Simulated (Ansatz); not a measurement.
**Li₆I₂NCl in Ansatz, settings compared**

Input:

```yaml
crystal:
  lattice:
    - [0.0, 4.561029, 4.561029]
    - [4.561029, 0.0, 4.561029]
    - [4.561029, 4.561029, 0.0]
  atoms:
    - { symbol: Cl, position: [0.0, 0.0, 0.0] }
    - { symbol: I, position: [0.75, 0.75, 0.75] }
    - { symbol: I, position: [0.25, 0.25, 0.25] }
    - { symbol: "N", position: [0.5, 0.5, 0.5] }
    - { symbol: Li, position: [0.6834, 0.3166, 0.6834] }
    - { symbol: Li, position: [0.6834, 0.3166, 0.3166] }
    - { symbol: Li, position: [0.3166, 0.6834, 0.3166] }
    - { symbol: Li, position: [0.3166, 0.6834, 0.6834] }
    - { symbol: Li, position: [0.6834, 0.6834, 0.3166] }
    - { symbol: Li, position: [0.3166, 0.3166, 0.6834] }
  symmetry: { tolerance: 0.0003 }
kpoints:
  mp_grid: { grid: [4, 4, 4], shift: [0, 0, 0] }
magnetization:
  spin_polarized: false
scf:
  occupations: { method: fermi_dirac }
hamiltonian:
  pseudopotentials: { kind: paw }
  xc: pbe
basis:
  ecutwfc: 420
output:
  forces: true
  stress: true
  eigenvalues: true
```

Run with:

```bash
ansatz run input.yaml --threads 1 --pin off --max-ram 2560MiB --backend cpu --events-out ev --progress --plain --runs-dir out
```

Origin of the cell: a known structure type with other elements, at an estimated volume, so it need not be a known compound.

The smearing width isn't typed, so it takes its default of 0.1 eV.

Output of this run (shortened):

```
SCF iter   1: F=—  HF=-17725.483737 eV  Δρ=4.24e-4  dr2=3.39e-4
SCF iter   2: F=—  HF=-17725.482506 eV  Δρ=3.25e-4  dr2=2.93e-4  defer=1
SCF iter   3: F=—  HF=-17725.482668 eV  Δρ=1.14e-4  dr2=2.99e-5
SCF iter   4: F=—  HF=-17725.482738 eV  Δρ=3.73e-5  dr2=3.50e-6
SCF iter   5: F=—  HF=-17725.482738 eV  Δρ=2.50e-5  dr2=1.37e-6
SCF iter   6: F=-17725.482738 eV  HF=-17725.482738 eV  Δρ=4.58e-6  dr2=5.86e-8
SCF 1 converged in 6 iterations: F = -17725.482738 eV  dr2 = 5.86e-8
SCF converged after 6 iterations
Free energy (F): -17725.482738 eV
Harris-Foulkes:  -17725.482738 eV  (|F-HF|=1.18e-8)
Internal energy: -17725.482738 eV  (E = F + TS)
E sigma→0 (E₀):  -17725.482738 eV
Entropy (-TS):   -0.000000 eV (-0.000 meV/atom)
Fermi energy:    5.251861 eV
--- Per-component energies (eV) ---
  E_band       = -1322.424435
  E_kinetic    = 815.572250
  E_local      = -5506.318667  (includes V_loc(G=0)·N_el)
  E_nonlocal   = -302.884282
  E_hartree    = 2572.413194
  E_xc         = -492.897972
  E_vxc        = -545.417297  (∫ρ·V_xc dr)
  E_paw        = -10547.459398  (= ΣΔE_a)
  E_vpaw       = -928.198518  (= ΣTr[D̂ρ^β])
  E_aug_tail   = 0.000301  (compensation charges beyond the density's cutoff)
  E_ewald      = -4263.908165
  E_smearing   = -0.000000  (= −TS)
  Σ components = -17725.482738   (vs F -17725.482738, Δ=0.00e0)
--- Forces (eV/Å), atoms counted from 1 ---
  atom   1  Cl    -0.000000     0.000000    -0.000000
  atom   2  I      0.000000     0.000000     0.000000
  atom   3  I      0.000000    -0.000000     0.000000
[… 2 lines left out …]
  atom   6  Li    -3.171761     0.000000    -0.000000
  atom   7  Li    -0.000000    -3.171761    -0.000000
  atom   8  Li     3.171761    -0.000000     0.000000
  atom   9  Li    -0.000000    -0.000000     3.171761
  atom  10  Li    -0.000000    -0.000000    -3.171761
  max |Σ_I F_I| component: 1.33e-15 eV/Å
--- Stress (GPa, compression-positive) ---
        6.501369      -0.000000       0.000000
       -0.000000       6.501369       0.000000
        0.000000       0.000000       6.501369
  P = ⅓ Tr σ = 6.5014 GPa (65.014 kbar)
```

The same input was run again with these changes:

1. `basis.ecutwfc` 420 → "33.1 Ry"; `scf.occupations.method` fermi_dirac → tetrahedron
2. `scf.occupations.width` default → 0.005; `scf.mixing.preconditioner` default → none
3. `hamiltonian.xc` pbe → pbesol
4. `basis.ecutwfc` 420 → "200 eV"; `scf.eigensolver.kind` default → davidson; `basis.precision` default → f64

```csv
run,end,SCF iterations,P (GPa),max force component (eV/Å),moment (μB),ΔE(σ→0) (meV/atom)
base,converged,6,6.50,3.172,–,0
1,converged,6,6.50,3.172,–,-0.43
2,converged,6,6.50,3.172,–,0.00
3,converged,7,5.32,3.154,–,–
4,converged,7,7.63,3.814,–,2335.29
```

Energies are compared only where functional, datasets, charge and starting cell are the same.

Not properties of the system: run 4 (too coarse or loose: `basis.ecutwfc` = "200 eV").

Caveats of the base run: no spin-orbit coupling, though heavy elements are present.

Run 1: forces and stress under tetrahedra may miss the slope of the energy.
Run 4: the cutoff lies below the datasets' advice.

The base run ran for 4.3 s of wall time on 1 CPU thread(s) of a shared host, from the program's own first density.
